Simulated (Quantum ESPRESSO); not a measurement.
# Mo4Ta2InAu: input and log of a self-consistent run

A calculation, not a measurement. The program is pw.x of Quantum ESPRESSO 7.5 (plane-wave density functional theory). The cell is made up: eight metal atoms on a hexagonal close-packed lattice, with elements, volume, strain and displacements drawn at random and not relaxed, so it may be unstable or far from any real phase. PseudoDojo standard norm-conserving files set the functional (PBE unless stated); there is no spin polarisation or spin-orbit coupling, the Fermi-Dirac width of 0.25 eV means electrons at about 2900 K, and the masses in the input are unused placeholders. Heavy elements are run without spin-orbit coupling, which real alloys of them have. A spin test at this wide smearing found no moment, but such smearing suppresses magnetism that the real alloy may have.

Input:

```
&control calculation='scf', pseudo_dir='./dojo.nc.sr.pbe.v0_5.standard.upf', outdir='./o', disk_io='minimal', tprnfor=.true., tstress=.true. /
&system ibrav=0, nat=8, ntyp=4, nbnd=73, ecutwfc=79.96652505, nosym=.true., tot_charge=0,
 occupations='smearing', smearing='fd', degauss=0.0183746611
/
&electrons conv_thr=1.470e-08, electron_maxstep=70, mixing_beta=0.5 /
ATOMIC_SPECIES
Au 1.0 Au.upf
In 1.0 In.upf
Mo 1.0 Mo.upf
Ta 1.0 Ta.upf
CELL_PARAMETERS angstrom
4.3603 -2.5174 0.0
-2.9069 0.0 -4.7117
2.9069 5.0348 0.0
ATOMIC_POSITIONS angstrom
Mo -0.0275 0.0628 0.058
Ta 1.4296 2.4737 -0.0036
Mo 0.0215 1.7139 -2.3193
Mo 1.4593 4.1917 -2.3681
Ta 2.8795 0.0396 0.0172
In 4.3315 2.5212 -0.0403
Au 1.4257 -0.8653 -2.3792
Mo 2.9511 1.6851 -2.3892
K_POINTS automatic
5 5 4 1 1 1
```

The log is shortened where brackets say so; the opening notice, blank lines, dates and the lines on written files are dropped, and the path of the files is cut. It prints rydbergs, bohrs and kilobars, and counts compression as positive stress. Its total energy is the free energy E - TS of the whole cell.

```
     Program PWSCF v.7.5
     Parallel version (MPI & OpenMP), running on       4 processor cores
     Number of MPI processes:                 4
     Threads/MPI process:                     1
     [start-up lines left out]
     bravais-lattice index     =            0
     lattice parameter (alat)  =       9.5145  a.u.
     unit-cell volume          =     930.7066 (a.u.)^3
     number of atoms/cell      =            8
     number of atomic types    =            4
     number of electrons       =       114.00
     number of Kohn-Sham states=           73
     kinetic-energy cutoff     =      79.9665  Ry
     charge density cutoff     =     319.8661  Ry
     scf convergence threshold =      1.5E-08
     mixing beta               =       0.5000
     number of iterations used =            8  plain     mixing
     Exchange-correlation= PBE
                           (   1   4   3   4   0   0   0)
     [axes and pseudopotential details left out]
   Cartesian axes
     site n.     atom                  positions (alat units)
         1        Mo     tau(   1) = (  -0.0054620   0.0124731   0.0115198  )
         2        Ta     tau(   2) = (   0.2839420   0.4913174  -0.0007150  )
         3        Mo     tau(   3) = (   0.0042703   0.3404087  -0.4606511  )
         4        Mo     tau(   4) = (   0.2898409   0.8325404  -0.4703435  )
         5        Ta     tau(   5) = (   0.5719160   0.0078652   0.0034162  )
         6        In     tau(   6) = (   0.8603070   0.5007517  -0.0080042  )
         7        Au     tau(   7) = (   0.2831674  -0.1718628  -0.4725482  )
         8        Mo     tau(   8) = (   0.5861369   0.3346885  -0.4745343  )
     number of k points=    50  Fermi-Dirac smearing, width (Ry)=  0.0184
                       cart. coord. in units 2pi/alat
        k(    1) = (   0.1407284   0.0437496  -0.1936810), wk =   0.0400000
        k(    2) = (   0.2489811   0.2312502  -0.2604678), wk =   0.0400000
     [further k points left out]
     Dense  grid:    89897 G-vectors     FFT dimensions: (  60,  60,  64)
     Estimated max dynamical RAM per process >     332.43 MB
     Estimated total dynamical RAM >       1.23 GB
     Initial potential from superposition of free atoms
     starting charge     113.9884, renormalised to     114.0000
     Starting wfcs are   79 randomized atomic wfcs
     total cpu time spent up to now is        5.1 secs
     per-process dynamical memory:   254.3 Mb
     Self-consistent Calculation
     iteration #  1     ecut=    79.97 Ry     beta= 0.50
     Davidson diagonalization with overlap
     ethr =  1.00E-02,  avg # of iterations =  2.5
     total cpu time spent up to now is       15.2 secs
     total energy              =   -1250.68221608 Ry
     estimated scf accuracy    <       2.31287366 Ry
     iteration #  2     ecut=    79.97 Ry     beta= 0.50
     Davidson diagonalization with overlap
     ethr =  2.03E-03,  avg # of iterations =  4.5
     total cpu time spent up to now is       26.7 secs
     total energy              =   -1250.66841667 Ry
     estimated scf accuracy    <      10.29193421 Ry
     iteration #  3     ecut=    79.97 Ry     beta= 0.50
     Davidson diagonalization with overlap
     ethr =  2.03E-03,  avg # of iterations =  2.3
     total cpu time spent up to now is       36.6 secs
     total energy              =   -1251.60631439 Ry
     estimated scf accuracy    <       2.04350875 Ry
     iteration #  4     ecut=    79.97 Ry     beta= 0.50
     Davidson diagonalization with overlap
     ethr =  1.79E-03,  avg # of iterations =  1.5
     total cpu time spent up to now is       45.2 secs
     total energy              =   -1251.76637009 Ry
     estimated scf accuracy    <       0.36143985 Ry
     iteration #  5     ecut=    79.97 Ry     beta= 0.50
     Davidson diagonalization with overlap
     ethr =  3.17E-04,  avg # of iterations =  2.1
     total cpu time spent up to now is       54.7 secs
     total energy              =   -1251.80020483 Ry
     estimated scf accuracy    <       0.11792049 Ry
     [iterations 6 to 13 left out]
     iteration # 14     ecut=    79.97 Ry     beta= 0.50
     Davidson diagonalization with overlap
     ethr =  6.85E-09,  avg # of iterations =  1.3
     total cpu time spent up to now is      145.0 secs
     total energy              =   -1251.82450277 Ry
     estimated scf accuracy    <       0.00000051 Ry
     iteration # 15     ecut=    79.97 Ry     beta= 0.50
     Davidson diagonalization with overlap
     ethr =  4.45E-10,  avg # of iterations =  2.1
     total cpu time spent up to now is      154.8 secs
     total energy              =   -1251.82450281 Ry
     estimated scf accuracy    <       0.00000030 Ry
     iteration # 16     ecut=    79.97 Ry     beta= 0.50
     Davidson diagonalization with overlap
     ethr =  2.67E-10,  avg # of iterations =  2.0
     total cpu time spent up to now is      163.7 secs
     total energy              =   -1251.82450285 Ry
     estimated scf accuracy    <       0.00000016 Ry
     iteration # 17     ecut=    79.97 Ry     beta= 0.50
     Davidson diagonalization with overlap
     ethr =  1.38E-10,  avg # of iterations =  1.2
     total cpu time spent up to now is      172.3 secs
     total energy              =   -1251.82450285 Ry
     estimated scf accuracy    <       0.00000009 Ry
     iteration # 18     ecut=    79.97 Ry     beta= 0.50
     Davidson diagonalization with overlap
     ethr =  8.16E-11,  avg # of iterations =  1.0
     total cpu time spent up to now is      180.6 secs
     End of self-consistent calculation
     [lines on levels left out]
!    total energy              =   -1251.82450286 Ry
     estimated scf accuracy    <          6.9E-09 Ry
     smearing contrib. (-TS)   =      -0.12800135 Ry
     internal energy E=F+TS    =   -1251.69650150 Ry
     The total energy is F=E-TS. E is the sum of the following terms:
     one-electron contribution =    -239.21184940 Ry
     hartree contribution      =     188.41365610 Ry
     xc contribution           =    -233.85457793 Ry
     ewald contribution        =    -967.04373027 Ry
     convergence has been achieved in  18 iterations
     Forces acting on atoms (cartesian axes, Ry/au):
     atom    1 type  3   force =     0.00737215   -0.01438869   -0.02092103
     atom    2 type  4   force =     0.00224574    0.00560614    0.01287611
     atom    3 type  3   force =     0.00411293   -0.00479945   -0.00136581
     atom    4 type  3   force =     0.00005974   -0.00272907   -0.00084633
     atom    5 type  4   force =    -0.02847540   -0.00924650    0.00253317
     atom    6 type  2   force =     0.01414024    0.01382020    0.01285080
     atom    7 type  1   force =     0.00623822    0.02916570    0.00959407
     atom    8 type  3   force =    -0.00569362   -0.01742833   -0.01472100
     Total force =     0.062806     Total SCF correction =     0.000133
     Computing stress (Cartesian axis) and pressure
          total   stress  (Ry/bohr**3)                   (kbar)     P=       11.98
   0.00005512   0.00002814   0.00000612            8.11        4.14        0.90
   0.00002814   0.00001368   0.00006569            4.14        2.01        9.66
   0.00000612   0.00006569   0.00017543            0.90        9.66       25.81
     init_run     :      4.73s CPU      4.91s WALL (       1 calls)
     electrons    :    171.71s CPU    175.50s WALL (       1 calls)
     forces       :      1.83s CPU      1.85s WALL (       1 calls)
     stress       :      6.48s CPU      6.50s WALL (       1 calls)
     [timing details left out]
     PWSCF        :   3m 4.92s CPU   3m 8.94s WALL
     JOB DONE.
```

In other units: free energy -17031.940 eV for the cell, pressure 1.20 GPa, largest force component 0.750 eV/Å in size. The run took 191 s of wall time with four MPI processes on a shared machine (AMD EPYC, Zen 5, virtual cores), so the time is rough. A rerun of this cell at a higher cutoff and on a denser mesh moved values by no more than 0.005 eV in energy, 0.04 GPa in stress and 0.007 eV/Å in force, and a second program with other atomic files agreed on that cell to 2 % rms in force and 0.5 GPa in pressure.